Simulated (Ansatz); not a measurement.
A generated cell, in the space group of a known form (sites not compared), of HfB: Fm-3m (No. 225), cF8, rock salt type; a = b = c = 4.825 Å, α = β = γ = 90.00°; B 4a (0.000, 0.000, 0.000); Hf 4b (0.500, 0.500, 0.500). Calculation: r2SCAN (plane waves to 500 eV, PAW, scalar-relativistic; Ansatz, a first-principles code). Element references, the lowest calculated here: Hf (P6₃/mmc), B (R-3m).

Total energies (eV/atom, σ → 0; comparable only within this code, potentials and settings):

| phase | E (eV/atom) |
|---|---|
| HfB (Fm-3m) | -7945.281 |
| Hf (P6₃/mmc) | -15733.063 |
| B (R-3m) | -156.554 |

Q: What is the formation energy of this Fm-3m form of HfB from the elements?

A: E_f = -7945.281 − [1 × (-15733.063) + 1 × (-156.554)] / 2 = -0.47 eV/atom (-0.9 eV per formula unit).

A lower structure of this composition may exist.

Static energies, no anion corrections, no zero-point energy. Values are rounded to 0.01 eV/atom. Not shown to be the ambient phase of their composition (a lower form may be missing, and a cell relaxed within its start's symmetry can be a saddle point): HfB (Fm-3m). Spin-orbit coupling is missing from these energies, which matters for elements this heavy. The compounds carry no spin polarisation. The relaxed primitive cell holds an odd number of electrons. A magnetic state may lie lower.
